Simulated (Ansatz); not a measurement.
**Data sheet: SiBCN (DFT)**

SiBCN:
```yaml
crystal:
  lattice:
    - [1.42178, 0.82087, 4.68099]
    - [-1.42178, 0.82087, 4.68099]
    - [0.00000, -1.64173, 4.68099]
  atoms:
    - { symbol: B, position: [0.99363, 0.99363, 0.99363] }
    - { symbol: N, position: [0.11946, 0.11946, 0.11946] }
    - { symbol: Si, position: [0.50437, 0.50437, 0.50437] }
    - { symbol: C, position: [0.63257, 0.63257, 0.63257] }
```

Space group R3m (No. 160); conventional cell a = 2.8436 Å, b = 2.8436 Å, c = 14.0430 Å, α = 90.00°, β = 90.00°, γ = 120.00°.

Method: PBE (plane waves, PAW; program Ansatz). The cell and atoms are relaxed at this level. Other levels are named where they apply.

Cell and energy:

- Volume per atom: 8.19 Å³
- Density: 3.29 g/cm³
- Formation energy from the elements (no fitted shifts): -0.33 eV/atom

Electronic structure:

* **Band gap**: 0.29 eV (indirect)
* **Valence-band maximum**: at Γ
* **Conduction-band minimum**: at F (3 equivalent valleys)
* **Smallest direct gap on the standard path**: 2.33 eV
* **Electron effective mass**: 0.26, 0.32, 0.59 mₑ (principal values)
* **Hole effective mass, band 1 of 2 at the edge**: 0.63 along x, 4.2 along z (mₑ)
* **Hole effective mass, band 2 of 2 at the edge**: 0.24 along x, 4.2 along z (mₑ)

The start of the workflow was typed in or built on a structure type; neither database checked (COD, Materials Project) lists it. Its standing as an ambient phase is unchecked. The cell was relaxed with PBE under the symmetry of its start; its stability against distortions is not shown here. The volume moved by -18 % from the start of the relaxation. The references are the lowest solids computed at this level, not always the standard phases (solids in place of the gases).

Potentials: the earlier of the program's two PAW sets.
